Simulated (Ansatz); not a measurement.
Level of theory: DFT PBE, scalar-relativistic, plane waves, PAW in Ansatz. Cutoff 420 eV, Γ-centred 6×6×2 mesh (12-atom cell), Gaussian smearing of 0.02 eV, no spin polarisation.

Formation energies are uncorrected and refer to the elements' standard structures at the same level.

Problem. Find a candidate tetragonal semiconductor with formula Mg₅CdTe₆, with a gap near 1.9 eV, a formation energy near −0.81 eV/atom and a density near 3.98 g/cm³, in a cell of 12 atoms. Its symmetry should be P-4m2 (No. 115).

Solution. Mg₅CdTe₆, space group P-4m2 (No. 115). Mg on a site of symmetry 2mm has 4 Te at 2.82 Å; Mg on a second site of symmetry 2mm is surrounded by 4 Te at 2.82 Å; around Cd lie 4 Te at 2.86 Å; Te on its first site has 4 Mg at 2.82 Å; 3 more sites not described.

```cif
data_structure
_symmetry_space_group_name_H-M 'P-4m2'
_symmetry_Int_Tables_number 115
_cell_length_a 4.6198
_cell_length_b 4.6198
_cell_length_c 19.5475
_cell_angle_alpha 90.000
_cell_angle_beta 90.000
_cell_angle_gamma 90.000
_cell_volume 417.19
loop_
_atom_site_label
_atom_site_type_symbol
_atom_site_symmetry_multiplicity
_atom_site_Wyckoff_symbol
_atom_site_fract_x
_atom_site_fract_y
_atom_site_fract_z
_atom_site_occupancy
Mg1 Mg 2 e 0.00000 0.00000 0.83141 1
Mg2 Mg 2 f 0.50000 0.50000 0.66568 1
Mg3 Mg 1 d 0.00000 0.00000 0.50000 1
Cd1 Cd 1 b 0.50000 0.50000 0.00000 1
Te1 Te 2 g 0.50000 0.00000 0.58284 1
Te2 Te 2 g 0.50000 0.00000 0.25145 1
Te3 Te 2 g 0.00000 0.50000 0.08627 1
```

* Volume per atom: 34.77 Å³
* Density: 3.98 g/cm³
* Formation energy: −0.811 eV/atom
* Gap on the 6×6×2 mesh of the 12-atom cell: 1.90 eV

It was reached by relaxing an invented guess, and it needn't be the stable form of this composition. Other answers may fit too; this one was computed.

These runs have no spin–orbit coupling, which can matter for Te. Kohn–Sham gaps at this level usually fall short of measured ones. The missing spin–orbit coupling can work the other way here. The reference form of Te is held partly by dispersion forces, which this level lacks. A structure relaxed within its symmetry needn't be a true minimum.
